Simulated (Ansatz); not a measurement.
Ir (fcc (Cu type), Fm-3m) at seven volumes, r²SCAN (plane waves, PAW; program Ansatz), scaled uniformly. One row is withheld.

| V (Å³/atom) | P (GPa) |
|---|---|
| 12.930 | 45.24 |
| 13.356 | ? |
| 13.783 | 12.46 |
| 14.209 | 0.00 |
| 14.635 | -10.39 |
| 15.061 | -19.03 |
| 15.488 | -26.19 |

Task: Fit the shown pressures and predict the withheld one.

Result: P = (3/2)B₀(x^(7/2) − x^(5/2))[1 + (3/4)(B′ − 4)(x − 1)] with x = (V₀/V)^(2/3). Least squares on the six rows gives V₀ = 14.209 Å³/atom, B₀ = 378 GPa, B′ = 5.05. At V = 13.356, x = 1.0421 and P = 27.37 GPa. The run itself gave 27.38 GPa.

Symmetry was held in the r²SCAN relaxation. No spin polarisation was allowed. Spin–orbit coupling is left out wherever it is not named.

Potentials: the earlier of the program's two PAW sets.
